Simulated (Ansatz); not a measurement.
A geometry of BaS$_{2}$ away from equilibrium: step 2 of the relaxation of a relaxed BaS2 cell with every coordinate shifted by Gaussian noise of σ = 0.1 Å. Method: r2SCAN (plane waves to 500 eV, PAW, scalar-relativistic; Ansatz, a program for electronic structure). Γ-centred k-mesh 6×6×3 on the run's cell (coarser than for final values), Fermi–Dirac smearing 0.05 eV.

```xyz
6
Lattice="4.6793 -2.3827 -0.0400 4.6914 2.4063 -0.0376 -4.3693 -0.0068 8.0788" Properties=species:S:1:pos:R:3 pbc="T T T"
Ba     1.4437     1.7019     5.9918
Ba     3.5156    -1.6681     1.9053
S      1.0692    -0.6776     3.7693
S      3.9220     0.6958     4.1315
S      6.0088    -0.7117     0.0708
S     -1.0653     0.7348     7.8377
```

### Question
Which atoms carry the largest force, and which way does it point?

### Answer
0.99 eV/Å, on S5 (atoms numbered as listed); on S5 its components are (0.93, -0.33, -0.13).

### Question
What is the pressure?

### Answer
-1.1 GPa, compression positive.

### Question
How far above the relaxed end point is this geometry?

### Answer
0.01 eV/atom; the path ends in C2/c (No. 15).

The relaxed cell holds bonded S–S pairs (2.11 Å). No spin polarisation in the result.
